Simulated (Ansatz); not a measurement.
Ta (fcc (Cu type), Fm-3m) under volume change, plane-wave PAW r²SCAN (Ansatz code), scaled uniformly.

```
V (Å³/atom)  E − E(relaxed) (meV/atom)  P (GPa)
-----------  -------------------------  -------
16.944                           108.2    22.31
17.503                            45.7    13.78
18.061                            10.8     6.38
18.620                             0.0    -0.01
19.178                            10.0    -5.57
19.737                            38.1   -10.44
20.296                            82.0   -14.69
```

### Question
What does a third-order Birch–Murnaghan fit give for V₀, B₀ and B′?

### Answer
V₀ = 18.62 Å³/atom, B₀ = 199 GPa, B′ = 3.7.

The cell is a constructed one: a structure type filled with these elements; the Crystallography Open Database files this formula in space group No. 225, but the cells were not matched. It is not the phase usual at ambient conditions (space group No. 229). The r²SCAN relaxation kept the symmetry of its start. At this level the phase is mechanically unstable. No spin polarisation was allowed. Spin–orbit coupling is left out wherever it is not named.

Potentials: the later of the program's two PAW sets.
